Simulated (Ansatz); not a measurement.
GaN:
```
CELL_PARAMETERS angstrom
      5.46851     0.00000     0.00000
      0.00000     5.46851     0.00000
      0.00000     0.00000     3.18265
ATOMIC_POSITIONS crystal
  Ga 0.32085 0.67915 0.00000
  Ga 0.67915 0.32085 0.00000
  Ga 0.82085 0.82085 0.50000
  Ga 0.17915 0.17915 0.50000
  N  0.31717 0.31717 0.00000
  N  0.68283 0.68283 0.00000
  N  0.18283 0.81717 0.50000
  N  0.81717 0.18283 0.50000
```

Relaxed with r²SCAN. Independent-particle spectrum: no excitons, no local fields, no scissors shift; 0.1 eV broadening; ε₁ of the summed bands alone.

Question: Tabulate the dielectric function from r²SCAN (plane waves, PAW; program Ansatz).

Answer: 

```tsv
E (eV)	ε₁ xx	ε₂ xx	ε₁ zz	ε₂ zz
0.0	5.07	0.00	5.06	0.00
0.3	5.08	0.00	5.06	0.00
0.6	5.11	0.00	5.09	0.00
0.9	5.15	0.00	5.13	0.00
1.2	5.22	0.00	5.20	0.00
1.5	5.32	0.00	5.29	0.00
1.8	5.47	0.00	5.43	0.00
2.1	5.71	0.00	5.63	0.00
2.4	6.24	0.33	6.08	0.06
2.7	6.09	0.83	6.23	0.71
3.0	5.96	1.02	6.09	1.00
3.3	5.90	1.12	6.01	1.16
3.6	5.89	1.19	5.98	1.29
3.9	5.94	1.25	5.99	1.40
4.2	6.05	1.29	6.04	1.51
4.5	6.25	1.33	6.12	1.63
4.8	6.62	1.38	6.24	1.76
5.1	7.19	1.73	6.43	1.90
5.4	7.83	2.44	6.74	2.10
5.7	7.92	3.62	7.19	2.57
6.0	7.84	4.50	7.70	2.85
6.3	7.58	6.43	8.76	4.97
6.6	5.26	6.96	6.37	7.60
6.9	4.47	6.26	4.12	6.11
7.2	4.33	6.26	4.02	5.25
7.5	3.46	6.63	4.36	4.62
7.8	2.89	6.09	5.14	5.12
8.1	2.50	5.81	5.62	5.63
8.4	2.16	5.51	3.64	10.12
8.7	2.24	5.54	1.58	6.84
9.0	1.64	5.11	1.66	6.02
9.3	2.07	4.52	2.32	5.46
9.6	2.40	5.37	2.00	6.72
9.9	1.97	5.85	0.57	7.16
10.2	1.15	6.21	-0.02	6.49
10.5	0.58	5.96	-0.29	4.90
10.8	0.71	5.10	1.26	4.52
11.1	0.35	6.28	-1.17	8.07
11.4	-0.84	6.08	-1.26	4.85
11.7	-1.89	5.38	-1.17	5.23
12.0	-2.18	4.36	-1.88	4.16
```

Question: From ε at 3.8 eV (xx: 5.92 + 1.23i), find n, k, the normal reflectivity and the absorption coefficient.

Answer: n = 2.45, k = 0.251, R = 18 %, α = 2kE/ħc = 97000 cm⁻¹.

With all bands, ε∞ without local fields is 5.23 (xx = yy), 5.22 (zz).

Space group P4_2/mnm. The start of the workflow was typed in or built on a structure type; neither database checked (COD, Materials Project) lists it. It is not the phase usual at ambient conditions (space group No. 186, 216). Symmetry was held in the r²SCAN relaxation; its stability against distortions is not shown here. Scalar-relativistic: spin–orbit coupling is off unless named, which matters more the heavier the elements.

Potentials: the earlier of the program's two PAW sets.
